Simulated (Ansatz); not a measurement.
SrTiO$_{3}$:
```yaml
crystal:
  lattice:
    - [3.90683, 0.00000, 0.00000]
    - [0.00000, 3.90683, 0.00000]
    - [0.00000, 0.00000, 3.90683]
  atoms:
    - { symbol: Sr, position: [0.00000, 0.00000, 0.00000] }
    - { symbol: Ti, position: [0.50000, 0.50000, 0.50000] }
    - { symbol: O, position: [0.00000, 0.50000, 0.50000] }
    - { symbol: O, position: [0.50000, 0.50000, 0.00000] }
    - { symbol: O, position: [0.50000, 0.00000, 0.50000] }
```

Relaxed with r²SCAN. Special points in fractions of this cell's reciprocal vectors: Γ (0.000, 0.000, 0.000); X (0.000, 0.500, 0.000); M (0.500, 0.500, 0.000); R (0.500, 0.500, 0.500).

Problem. List the band energies nearest the valence-band maximum at these points for r²SCAN in the plane-wave PAW code Ansatz.

Solution. In eV from the valence-band maximum; about four levels below and three above (degenerate sets whole), none deeper than 8.9 eV; points with the same levels are listed once.

| k | below | above |
|---|---|---|
| Γ | -1.21 -1.21 -1.21 -0.37 -0.37 -0.37 | 2.26 2.26 2.26 |
| X | -2.36 -2.36 -1.99 -0.75 -0.75 | 2.42 4.15 4.15 |
| M | -1.77 -1.59 -1.59 -0.08 | 4.16 4.16 4.64 |
| R | -3.77 -3.77 -3.77 0.00 0.00 0.00 | 4.85 4.85 4.85 |

Space group Pm-3m (cubic perovskite). The cell was relaxed with r²SCAN under the symmetry of its start. The run is not spin-polarised. Spin–orbit coupling is left out wherever it is not named.

Potentials: the later of the program's two PAW sets.
